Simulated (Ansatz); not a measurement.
## Deforming Mg

```yaml
crystal:
  lattice:
    - [3.20927, 0.00000, 0.00000]
    - [-1.60464, 2.77931, 0.00000]
    - [0.00000, 0.00000, 5.21033]
  atoms:
    - { symbol: Mg, position: [0.33333, 0.66667, 0.25000] }
    - { symbol: Mg, position: [0.66667, 0.33333, 0.75000] }
```

Atom numbers follow the list: Mg1, Mg2.

The cell is COD entry 9008506, as deposited and not checked against the literature; nothing was relaxed.

The calculation used DFT, PBEsol, PAW with Ansatz's default frozen-core files, scalar-relativistic (Ansatz 0.2.0).

Numerical set-up: a Γ-centred 12×12×7 k mesh, Fermi–Dirac smearing of 0.08 eV, cutoff 420 eV, no spin polarisation; the PAW files were made with PBE, and the program remakes their frozen cores for this functional.

The unchanged cell is at -1.12 GPa.

In a metal, stresses and small energies carry noise from the k mesh.

x, y and z are the Cartesian axes of the cell as listed; fractional coordinates follow a strain, and an engineering shear is twice the off-diagonal strain component.

**Question.** One change gave: energy change +0.4 meV/atom; stress change (xx, yy, zz, yz, xz, xy) 0.00, 0.00, 0.04, -0.18, -0.18, -0.15 GPa, compression positive. Which change was it?
A. equal xy, yz and zx engineering shear strains of +3 %
B. equal xy, yz and zx engineering shear strains of -1 %
C. equal xy, yz and zx engineering shear strains of -3 %
D. equal xy, yz and zx engineering shear strains of +1 %
E. equal xy, yz and zx engineering shear strains of +2 %
F. equal xy, yz and zx engineering shear strains of -2 %

**Answer.** D. For equal xy, yz and zx engineering shear strains of -3 %: energy change +3.4 meV/atom; stress change (xx, yy, zz, yz, xz, xy) 0.06, 0.02, 0.20, 0.51, 0.54, 0.55 GPa, compression positive; change of the force on Mg2 (-0.031, -0.001, -0.006) eV/Å. For equal xy, yz and zx engineering shear strains of -1 %: energy change +0.4 meV/atom; stress change (xx, yy, zz, yz, xz, xy) 0.00, 0.00, 0.03, 0.18, 0.18, 0.16 GPa, compression positive. For equal xy, yz and zx engineering shear strains of +2 %: energy change +1.4 meV/atom; stress change (xx, yy, zz, yz, xz, xy) -0.01, 0.01, 0.12, -0.35, -0.37, -0.32 GPa, compression positive; change of the force on Mg1 (-0.011, 0.000, 0.002) eV/Å. For equal xy, yz and zx engineering shear strains of -2 %: energy change +1.5 meV/atom; stress change (xx, yy, zz, yz, xz, xy) 0.02, 0.00, 0.11, 0.35, 0.36, 0.33 GPa, compression positive; change of the force on Mg2 (-0.019, -0.001, -0.002) eV/Å. For equal xy, yz and zx engineering shear strains of +3 %: energy change +3.3 meV/atom; stress change (xx, yy, zz, yz, xz, xy) -0.04, 0.06, 0.23, -0.56, -0.61, -0.55 GPa, compression positive; change of the force on Mg1 (-0.015, 0.001, 0.005) eV/Å.
